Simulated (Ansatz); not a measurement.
# Symmetry broken, then relaxed in Pt

Theory: Ansatz 0.2.0, DFT PBEsol, scalar-relativistic, plane waves, PAW. The runs took a 420 eV cutoff, a Γ-centred 10×10×10 mesh and Gaussian smearing (0.15 eV). Spin–orbit coupling is left out, which can shift energies with elements as heavy as these. No spin polarisation. Energies are free energies at this smearing, counted from the undisturbed cell; pressure is positive in compression.

Zero of the scan (relaxed at this level; this bcc form isn't the usual structure):

```xyz
4
Lattice="0.0000 -3.1209 3.1209 3.1209 -3.1209 0.0000 3.1209 0.0000 3.1209" Properties=species:S:1:pos:R:3 pbc="T T T"
Pt    0.0000    0.0000    0.0000
Pt    1.5605   -1.5605    1.5605
Pt    3.1209   -3.1209    3.1209
Pt    4.6814   -4.6814    4.6814
```

The atoms are displaced (Å, in the unstrained cell):

| atom | ux | uy | uz |
| --- | --- | --- | --- |
| Pt1 | -0.193 | -0.132 | 0.152 |
| Pt2 | -0.306 | -0.503 | 0.436 |
| Pt3 | -0.073 | 0.275 | -0.149 |
| Pt4 | 0.572 | 0.360 | -0.439 |

The cell is strained by (-0.0292, 0.0253, 0.0372, 0.0178, -0.0110, -0.0383) (xx, yy, zz, yz, xz, xy; engineering shear). The atoms are then relaxed in that fixed cell.

Problem. How much of the energy do the atoms recover?

Solution. The disturbance cost 5959.7 meV/atom, and 14.1 meV/atom remain in the strained cell. The final space group reads P-1 (tolerance 0.05 Å).

Final structure:

```
Pt
1.0
     0.04266   -3.17221    3.20928
     3.08972   -3.25980   -0.04493
     3.01278   -0.03200    3.21993
Pt
4
Direct
  0.00003 0.99997 0.00002
  0.25001 0.24996 0.25000
  0.49998 0.50005 0.49999
  0.74999 0.75001 0.74999
```

The relaxation, step by step (energy from the first step):

```csv
step,ΔE (meV/atom),largest force component (eV/Å),pressure (GPa)
1,0.0,53.018,n/a
2,-3894.6,12.105,n/a
3,-5076.4,5.522,n/a
4,-5659.4,2.677,n/a
5,-5883.4,1.051,n/a
6,-5945.6,0.049,n/a
7,-5945.6,0.049,n/a
8,-5945.7,0.001,n/a
9,-5945.7,0.001,n/a
```

Cost: 3 runs of about 9.6 core-minutes in all, on Intel Xeon 6975P-C (Granite Rapids) (shared hosts).